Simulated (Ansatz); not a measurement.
Method: DFT PBE, scalar-relativistic, plane waves, PAW in Ansatz 0.2.0. Settings: cutoff 420 eV, Γ-centred meshes spaced at most about 0.3 Å⁻¹, and about 0.25 Å⁻¹ or finer for metals (2π included), Gaussian smearing. No spin polarisation in the final relaxations.

Temperature and zero-point effects are left out.

Compare these two cells of Li4F, each relaxed at this level.

1.

```cif
data_structure
_symmetry_space_group_name_H-M 'Pm-3m'
_symmetry_Int_Tables_number 221
_cell_length_a 4.2689
_cell_length_b 4.2689
_cell_length_c 4.2689
_cell_angle_alpha 90.000
_cell_angle_beta 90.000
_cell_angle_gamma 90.000
_cell_volume 77.79
loop_
_atom_site_label
_atom_site_type_symbol
_atom_site_symmetry_multiplicity
_atom_site_Wyckoff_symbol
_atom_site_fract_x
_atom_site_fract_y
_atom_site_fract_z
_atom_site_occupancy
Li1 Li 1 b 0.50000 0.50000 0.50000 1
Li2 Li 3 d 0.50000 0.00000 0.00000 1
F1 F 1 a 0.00000 0.00000 0.00000 1
```

2.

```cif
data_structure
_symmetry_space_group_name_H-M 'P6/mmm'
_symmetry_Int_Tables_number 191
_cell_length_a 4.2946
_cell_length_b 4.2946
_cell_length_c 5.6249
_cell_angle_alpha 90.000
_cell_angle_beta 90.000
_cell_angle_gamma 120.000
_cell_volume 89.84
loop_
_atom_site_label
_atom_site_type_symbol
_atom_site_symmetry_multiplicity
_atom_site_Wyckoff_symbol
_atom_site_fract_x
_atom_site_fract_y
_atom_site_fract_z
_atom_site_occupancy
Li1 Li 4 h 0.33333 0.66667 0.24862 1
F1 F 1 b 0.00000 0.00000 0.50000 1
```

**Question.** Which is lower in energy, and by how much?

**Answer.** Cell 1 is lower, by 0.59 eV/atom. Cell 1 has space group Pm-3m (No. 221), 15.6 Å³/atom and no gap on its mesh; cell 2 has space group P6/mmm (No. 191), 18.0 Å³/atom and no gap. Counting Li atoms around F (those within 1.25 times the shortest such distance or 1.15 times the sum of covalent radii; the shortest distance is added where it is long for a bond), cell 1 has F 6 and cell 2 has F 12 from 2.9 Å. The denser one is the lower, and pressure would at first widen the difference. In cell 1, Li on a site of symmetry m-3m is surrounded by 12 Li at 3.02 Å; Li on a site of symmetry 4/mmm has 2 F at 2.13 Å and 12 Li at 3.02 Å; F has 6 Li at 2.13 Å. In cell 2, around Li lie 3 Li at 2.48 Å, 2 Li at 2.80–2.83 Å and 3 F at 2.85 Å; around F lie 12 Li at 2.85 Å (long contacts). Both come from invented guesses. A third cell relaxed alike, in I4/mmm, lies 80 meV/atom below the lower of the two.

Cells relaxed within their symmetry can be saddle points.
